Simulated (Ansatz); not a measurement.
TiCo (Pm-3m): ferro- and antiferromagnetic starts

The source of the geometry is a structure from the Materials Project, repeated to hold the magnetic orders; atoms and cell stay fixed.

Functional, mesh and filling: PBE, 12×12×12 k mesh, Fermi–Dirac smearing of 0.03 eV. PAW means Ansatz 0.2.0 on its default frozen-core files. Site moments are integrated in spheres about the atoms.

Input of the first run:

```yaml
crystal:
  lattice:
    - [2.98611099, 2.98611099, 0.0]
    - [2.98611099, 0.0, 2.98611099]
    - [2.98611099, 0.0, -2.98611099]
  atoms:
    - { symbol: Ti, position: [0.0, 0.0, 0.0], spin: 1.0 }
    - { symbol: Ti, position: [0.0, 0.5, 0.5], spin: 1.0 }
    - { symbol: Co, position: [0.5, 0.25, 0.75], spin: 2.0 }
    - { symbol: Co, position: [0.5, 0.75, 0.25], spin: 2.0 }
magnetization:
  spin_polarized: true
kpoints:
  mp_grid: { grid: [12, 12, 12] }
scf:
  occupations: { method: fermi_dirac, width: 0.03 }
  lower_state_search: "off"
hamiltonian:
  xc: pbe
  pseudopotentials: { kind: paw }
output:
  forces: true
  stress: true
  eigenvalues: true
  populations: true
```

Command: `ansatz run input.yaml --threads 2 --pin off --max-ram 6144MiB --backend cpu --events-out ev --progress --plain --runs-dir out`

The input for «start Co3↑ Co4↓» by PAW differs from it in these lines, output keys apart:

```diff
-    - { symbol: Ti, position: [0.0, 0.0, 0.0], spin: 1.0 }
-    - { symbol: Ti, position: [0.0, 0.5, 0.5], spin: 1.0 }
-    - { symbol: Co, position: [0.5, 0.25, 0.75], spin: 2.0 }
-    - { symbol: Co, position: [0.5, 0.75, 0.25], spin: 2.0 }
+    - { symbol: Ti, position: [0.0, 0.0, 0.0] }
+    - { symbol: Ti, position: [0.0, 0.5, 0.5] }
+    - { symbol: Co, position: [0.5, 0.25, 0.75], spin: 1.0 }
+    - { symbol: Co, position: [0.5, 0.75, 0.25], spin: -1.0 }
```

Energies count from the run that starts all moments parallel. Patterns list the atoms that start with 0.5 μB or more.

```
                 start  ΔF PAW (meV/atom)  largest moment, PAW (μB)  M, PAW (μB/cell)  order at the end, PAW  P, PAW (GPa)
Ti1↑, Ti2↑, Co3↑, Co4↑                0.0                      0.99              1.79                changed          -0.1
            Co3↑, Co4↓              +17.2                      0.64              0.00                   kept          -1.4
            Co3↑, Co4↑                0.0                      0.99              1.79                   kept          -0.1
  no spin polarisation              +24.4                      0.00              0.00                      –          -2.5
```

The lowest of these ends as follows. Site moments (μB): Ti1 -0.03, Ti2 -0.03, Co3 0.99, Co4 0.99. Cell moment 1.79 μB. Orders of other supercells weren't tried and can lie lower.

The start Ti1↑, Ti2↑, Co3↑, Co4↑ ends so. Site moments (μB): Ti1 -0.03, Ti2 -0.03, Co3 0.99, Co4 0.99. Cell moment 1.79 μB.

The Ansatz runs typed with the search for lower states off end where their start leads. None of this fixes the real material's magnetic order: only patterns that fit the cell were computed, at zero temperature, with a functional that can overstate moments.
